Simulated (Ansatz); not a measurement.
The guess for Hf₂ZrC₃ was proposed by analogy with related compounds (I4/mmm, No. 139). Its size is a guess.

```xyz
6
Lattice="-1.6837 1.6837 7.1435 1.6837 -1.6837 7.1435 1.6837 1.6837 -7.1435" Properties=species:S:1:pos:R:3 pbc="T T T"
Zr    0.0000    0.0000    0.0000
Hf    0.0000    0.0000    9.5251
Hf    0.0000    0.0000    4.7618
C     0.0000    0.0000   11.9053
C     0.0000    0.0000    2.3816
C     0.0000    0.0000    7.1435
```

Method: DFT PBE, scalar-relativistic, plane waves, PAW (Ansatz 0.2.0). Cutoff 420 eV, Gaussian smearing, Γ-centred meshes. Cell and atoms relax first on a coarse mesh, the cell is then made exact in the group found at 0.06 to 0.08 Å, and last on a converged mesh; the steps can't lower the symmetry of their start. No spin polarisation.

A guess keeps its type if space group and coordination stay and the shape of the cell changes little (axis ratios within about 15 %, angles within 6°); the volume may change.

Q: Will the relaxed cell still be of the starting type?

A: It keeps its type. The symmetry stays I4/mmm (No. 139). The volume per atom shrinks by 5.7 %, from 13.5 to 12.7 Å³. The shortest distance goes from 2.38 Å (Hf–C and Zr–C) to 2.32 Å (Hf–C). The ratio c/a of the conventional cell changes by a factor of 1.00. Counting neighbours within 15 % of an atom's shortest distance, the start has C 6, Hf 6, Zr 6 and the end C 6, Hf 6, Zr 6.

The zero of energy is the elements' standard structures at the same level; no fitted shifts are applied.

Q: At what energy does it end?

A: −0.90 eV/atom. It lies below the elements, which doesn't yet make it stable against other compounds or structures.

The last run used a 14×14×14 mesh for its 6-atom cell and Gaussian smearing of 0.10 eV. Spin–orbit coupling, which can matter for Hf, is left out. The reference form of C is held partly by dispersion forces, which this level lacks. A structure relaxed within its symmetry needn't be a true minimum.
